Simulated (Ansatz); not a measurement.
# HfB, before and after

The guess for HfB was made by a generator: close-packed layers stacked AB, repeated with a shift to C (R-3m, No. 166) (elements of the layers in order: B Hf). Lengths were set from tabulated atomic sizes, so they are only a guess.

start.cif

```cif
data_structure
_symmetry_space_group_name_H-M 'P 1'
_symmetry_Int_Tables_number 1
_cell_length_a 4.3152
_cell_length_b 4.3152
_cell_length_c 4.3152
_cell_angle_alpha 39.822
_cell_angle_beta 39.822
_cell_angle_gamma 39.822
_cell_volume 29.68
loop_
_atom_site_label
_atom_site_type_symbol
_atom_site_fract_x
_atom_site_fract_y
_atom_site_fract_z
_atom_site_occupancy
Hf1 Hf 0.50000 0.50000 0.50000 1
B1 B 0.00000 0.00000 0.00000 1
```

Computed with Ansatz 0.2.0, DFT PBE, scalar-relativistic, plane waves, PAW. Cutoff 420 eV, Gaussian smearing, Γ-centred meshes. Cell and atoms relax on a converged mesh. In metals the finer mesh still leaves noise of several meV/atom or more. The steps can't lower the symmetry of their start. No spin polarisation.

end.cif

```cif
data_structure
_symmetry_space_group_name_H-M 'P 1'
_symmetry_Int_Tables_number 1
_cell_length_a 3.4181
_cell_length_b 3.4181
_cell_length_c 3.4181
_cell_angle_alpha 60.000
_cell_angle_beta 60.000
_cell_angle_gamma 60.000
_cell_volume 28.24
loop_
_atom_site_label
_atom_site_type_symbol
_atom_site_fract_x
_atom_site_fract_y
_atom_site_fract_z
_atom_site_occupancy
Hf1 Hf 0.50000 0.50000 0.50000 1
B1 B 0.00000 0.00000 0.00000 1
```

The symmetry goes from R-3m (No. 166) to Fm-3m (No. 225). The end has the rock salt type. The volume per atom shrinks by 4.9 %, from 14.8 to 14.1 Å³. The shortest distance goes from 2.61 Å (Hf–B) to 2.42 Å (Hf–B). The energy falls by about 0.87 eV/atom (the start's value is from the coarse mesh).

```
Volume per atom                             : 14.12 Å³
Density                                     : 11.13 g/cm³
Energy over the elements                    : −0.42 eV/atom
Gap on the 24×24×24 mesh of the 2-atom cell : 0 eV (a metal)
```

Energies over the elements count from the elements' standard structures at the same level, with no fitted energy shifts. Whether it is stable depends on the other phases of the system, which aren't compared here.

The last run used Gaussian smearing of 0.10 eV. Spin–orbit coupling, which can matter for Hf, is left out. The cell is a metal run without spin; a magnetic state may lie lower. Symmetry constrained the relaxation, so the result can be a saddle point. In all, the 2 runs took 18 min on 1 thread of Arm Neoverse N1, with other jobs on the host.
